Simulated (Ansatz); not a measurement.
GaN (zinc blende)

```
CELL_PARAMETERS angstrom
      0.00000     2.24896     2.24896
      2.24896     0.00000     2.24896
      2.24896     2.24896     0.00000
ATOMIC_POSITIONS crystal
  N  0.75000 0.75000 0.75000
  Ga 0.00000 0.00000 0.00000
```

Equation-of-state scan: isotropic scaling of the cell above, V₀ being its volume. Symmetry pins the atoms to their sites.

Method: r2SCAN (plane waves to 500 eV, PAW, scalar-relativistic; Ansatz, a program for electronic structure). k mesh 13×13×13 (Γ-centred), Fermi-Dirac smearing 0.05 eV. E stands for the smeared free energy. Compression counts positive. GaN was relaxed with its symmetry unable to fall. The zero of ΔE is the relaxed starting cell.

| V (Å³/atom) | ΔE (meV/atom) |
|---|---|
| 10.237 | 84.0 |
| 10.427 | 56.5 |
| 10.616 | 35.0 |
| 10.806 | 19.1 |
| 10.996 | 8.2 |
| 11.185 | 2.0 |
| 11.375 | 0.0 |
| 11.564 | 1.9 |
| 11.754 | withheld |
| 11.944 | 16.0 |
| 12.133 | 27.7 |
| 12.323 | 42.0 |
| 12.512 | 58.9 |

Question: Fit a third-order Birch-Murnaghan form (E₀, V₀, B₀, B₀′ free) to the given rows and predict ΔE at V = 11.754.

Answer: Least squares on the 12 given rows: ΔE = E₀ + (9V₀B₀/16)·y²·[2 + (B₀′ − 4)y], y = (V₀/V)^(2/3) − 1, with V₀ = 11.375 Å³/atom, B₀ = 196.4 GPa (160.2 GPa = 1 eV/Å³; the term in eV is multiplied by 1000), B₀′ = 4.31, E₀ = 0.01 meV/atom; root-mean-square residual 0.05 meV/atom. At 11.754 the fit gives 7.3 meV/atom; the calculation gives 7.3 meV/atom, the same to the digits shown. For the pressure the fit gives -6.0 GPa against the computed -6.0 GPa.

(Under strain, the slope of the energy per volume gives the stress and its curvature an elastic modulus.)
